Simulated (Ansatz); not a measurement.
LiNbO₃:
```yaml
crystal:
  lattice:
    - [2.59218, 1.49660, 4.56316]
    - [-2.59218, 1.49660, 4.56316]
    - [0.00000, -2.99319, 4.56316]
  atoms:
    - { symbol: Li, position: [0.75000, 0.75000, 0.75000] }
    - { symbol: Li, position: [0.25000, 0.25000, 0.25000] }
    - { symbol: Nb, position: [0.00000, 0.00000, 0.00000] }
    - { symbol: Nb, position: [0.50000, 0.50000, 0.50000] }
    - { symbol: O, position: [0.62840, 0.87160, 0.25000] }
    - { symbol: O, position: [0.37160, 0.12840, 0.75000] }
    - { symbol: O, position: [0.25000, 0.62840, 0.87160] }
    - { symbol: O, position: [0.75000, 0.37160, 0.12840] }
    - { symbol: O, position: [0.87160, 0.25000, 0.62840] }
    - { symbol: O, position: [0.12840, 0.75000, 0.37160] }
```

Relaxed with r²SCAN.

Problem. Map the valence electron density (e/Å³), cut off at 3 on the plane through (0.750, 0.750, 0.750) spanned by u = [1, -1, 0] and v = [1, 1, -1] in lattice vectors, from plane-wave PAW r²SCAN (Ansatz code).

Solution. x is the fraction of u, y of v (the angle between them is 90°; rows are the nearest grid lines); atoms in the plane: Li at (0.00, 0.00), Li at (0.00, 0.50), Nb at (0.50, 0.75), Nb at (0.50, 0.25), O at (0.38, 0.50), O at (0.62, 0.00).
```
|998000000000259999972101899|
|851000000000137999841000158|
|000000000000124676421000000|
|000000000001233221100000000|
|000000001259999952000000000|
|000000001389999983100000000|
|000000001499999994100000000|
|000000000259999952100000000|
|000000000125787421000000000|
|000000011233211000000000000|
|851000148999731000000000158|
|995001269999941000000000599|
|995001269999941000000000599|
|851000148999731000000000158|
|000000011233211000000000000|
|000000000125787421000000000|
|000000000259999952100000000|
|000000001499999994100000000|
|000000001389999983100000000|
|000000001259999952000000000|
|000000000001233221100000000|
|000000000000124676421000000|
|851000000000137999841000158|
|998000000000259999972101899|
```
Scale: ten equal steps from 0.038 (start of '0') to 3.00 (end of '9'), in the order '0123456789'; x runs from 0.000 to 1.00, y from 0.000 (bottom) to 1.00 (top).

The density is the valence pseudo-density with augmentation charge, so density and ELF within about 1 Å of a nucleus are not all-electron values.

Space group R-3c. The workflow started from a Materials Project entry (that database holds measured and hypothetical structures alike); the Crystallography Open Database files this formula in space group No. 167, but the cells were not matched. It is not the phase usual at ambient conditions (space group No. 161). The cell was relaxed with r²SCAN under the symmetry of its start. At this level the phase is dynamically unstable (imaginary phonons). No spin polarisation was allowed.

Potentials: the earlier of the program's two PAW sets.
